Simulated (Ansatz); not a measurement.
Sn: tetragonal deformation path

These are results of Ansatz, DFT r2SCAN, scalar-relativistic, plane waves, PAW, not measurements. Settings: plane waves to 500 eV, k-mesh 18×18×18 (Γ-centred), Gaussian smearing 0.15 eV. No spin polarisation. Energies are free energies at this smearing, counted from the undisturbed cell; pressure is positive in compression.

Reference structure (as given, not relaxed at this level; it stands at -0.1 GPa):

```
CELL_PARAMETERS angstrom
-2.94014 2.94014 1.59930
2.94014 -2.94014 1.59930
2.94014 2.94014 -1.59930
ATOMIC_POSITIONS crystal
Sn 0.75000 0.25000 0.50000
Sn 0.00000 0.00000 0.00000
```

At fixed volume and fractional coordinates, lengths along (0.000, 0.000, 1.000) are scaled against those across it; ρ is that ratio over its starting value. The cell is metallic on the mesh throughout.

ρ, ΔE (meV/atom) and a bar:
```
    0.800      243.5 ##############################
    0.850      116.7 ##############
    0.920       23.6 ###
    0.960        5.7 #
    1.000        0.0
    1.050        7.3 #
    1.100       26.6 ###
    1.200       81.8 ##########
    1.300      144.7 ##################
```